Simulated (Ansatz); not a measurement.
TaAl:
```cif
data_Al4Ta4
_chemical_formula_sum 'Ta4 Al4'
_space_group_name_H-M_alt 'Fm-3m'
_space_group_IT_number 225
_space_group_name_Hall '-F 4 2 3'
_cell_length_a 5.28319
_cell_length_b 5.28319
_cell_length_c 5.28319
_cell_angle_alpha 90.000
_cell_angle_beta 90.000
_cell_angle_gamma 90.000
loop_
_atom_site_label
_atom_site_type_symbol
_atom_site_symmetry_multiplicity
_atom_site_Wyckoff_symbol
_atom_site_fract_x
_atom_site_fract_y
_atom_site_fract_z
_atom_site_occupancy
Ta1 Ta 4 a 0.00000 0.00000 0.00000 1
Al1 Al 4 b 0.50000 0.50000 0.50000 1
```
(The calculation used a cell of 2 atoms; values per cell refer to that cell.)

Relaxed with PBE.

Q: Which orbitals make up the states near the Fermi level in DFT-PBE in the program Ansatz with PAW potentials?

A: Within 0.5 eV of the Fermi level: Ta 5d 81 %, Al 3p 15 %. Projections are on Löwdin-orthogonalised atomic valence shells; empty p or d shells of many metals are not among them.

Q: Tabulate the density of states.

A: States/eV per cell of 2 atoms, in 0.25 eV bins, energy from the Fermi level.

| E (eV) | total | Ta 5d | Al 3p | Al 3s |
|---|---|---|---|---|
| -7.85 | 0.23 | 0.00 | 0.05 | 0.07 |
| -7.60 | 0.26 | 0.01 | 0.06 | 0.08 |
| -7.35 | 0.29 | 0.01 | 0.07 | 0.09 |
| -7.10 | 0.33 | 0.02 | 0.09 | 0.10 |
| -6.85 | 0.36 | 0.03 | 0.10 | 0.12 |
| -6.60 | 0.41 | 0.04 | 0.11 | 0.13 |
| -6.35 | 0.46 | 0.06 | 0.13 | 0.15 |
| -6.10 | 0.53 | 0.09 | 0.14 | 0.17 |
| -5.85 | 0.68 | 0.17 | 0.15 | 0.23 |
| -5.60 | 0.86 | 0.28 | 0.15 | 0.29 |
| -5.35 | 0.91 | 0.32 | 0.16 | 0.32 |
| -5.10 | 1.06 | 0.41 | 0.15 | 0.39 |
| -4.85 | 1.05 | 0.45 | 0.09 | 0.47 |
| -4.60 | 0.07 | 0.01 | 0.01 | 0.04 |
| -4.35 | 0.31 | 0.08 | 0.07 | 0.13 |
| -4.10 | 0.40 | 0.13 | 0.12 | 0.10 |
| -3.85 | 0.57 | 0.22 | 0.18 | 0.10 |
| -3.60 | 0.81 | 0.34 | 0.27 | 0.11 |
| -3.35 | 0.88 | 0.40 | 0.28 | 0.11 |
| -3.10 | 0.97 | 0.47 | 0.31 | 0.11 |
| -2.85 | 1.11 | 0.56 | 0.39 | 0.09 |
| -2.60 | 1.28 | 0.67 | 0.48 | 0.07 |
| -2.35 | 3.37 | 1.91 | 1.29 | 0.05 |
| -2.10 | 2.11 | 1.44 | 0.57 | 0.04 |
| -1.85 | 1.68 | 1.23 | 0.39 | 0.03 |
| -1.60 | 1.57 | 1.19 | 0.33 | 0.02 |
| -1.35 | 2.48 | 1.81 | 0.60 | 0.01 |
| -1.10 | 2.43 | 1.73 | 0.63 | 0.02 |
| -0.85 | 1.43 | 1.05 | 0.34 | 0.01 |
| -0.60 | 1.15 | 0.88 | 0.24 | 0.01 |
| -0.35 | 0.76 | 0.58 | 0.16 | 0.01 |
| -0.10 | 0.72 | 0.58 | 0.12 | 0.00 |
| 0.15 | 0.79 | 0.67 | 0.10 | 0.00 |
| 0.40 | 0.91 | 0.77 | 0.10 | 0.01 |
| 0.65 | 1.17 | 0.91 | 0.16 | 0.01 |
| 0.90 | 1.63 | 1.15 | 0.29 | 0.03 |
| 1.15 | 2.00 | 1.40 | 0.32 | 0.04 |
| 1.40 | 2.27 | 1.66 | 0.26 | 0.03 |
| 1.65 | 1.45 | 1.18 | 0.10 | 0.02 |
| 1.90 | 1.76 | 1.51 | 0.11 | 0.03 |
| 2.15 | 3.13 | 2.67 | 0.20 | 0.06 |
| 2.40 | 1.80 | 1.39 | 0.15 | 0.03 |
| 2.65 | 2.38 | 1.56 | 0.30 | 0.13 |
| 2.90 | 1.65 | 0.93 | 0.27 | 0.17 |
| 3.15 | 1.11 | 0.58 | 0.22 | 0.13 |
| 3.40 | 0.88 | 0.41 | 0.23 | 0.10 |
| 3.65 | 0.83 | 0.35 | 0.27 | 0.10 |
| 3.90 | 0.86 | 0.34 | 0.31 | 0.10 |
| 4.15 | 0.92 | 0.34 | 0.37 | 0.10 |
| 4.40 | 0.96 | 0.32 | 0.41 | 0.10 |
| 4.65 | 1.01 | 0.31 | 0.47 | 0.10 |
| 4.90 | 1.08 | 0.31 | 0.50 | 0.11 |

The start of the workflow was typed in or built on a structure type; neither database checked (COD, Materials Project) lists it. Whether it is the stable phase at ambient conditions was not checked. The PBE relaxation kept the symmetry of its start; whether a distortion lowers the energy is not shown. No spin polarisation was allowed. Its formation energy is positive at this level, so the cell may be metastable or incomplete. Spin–orbit coupling is left out wherever it is not named.

Potentials: the later of the program's two PAW sets.
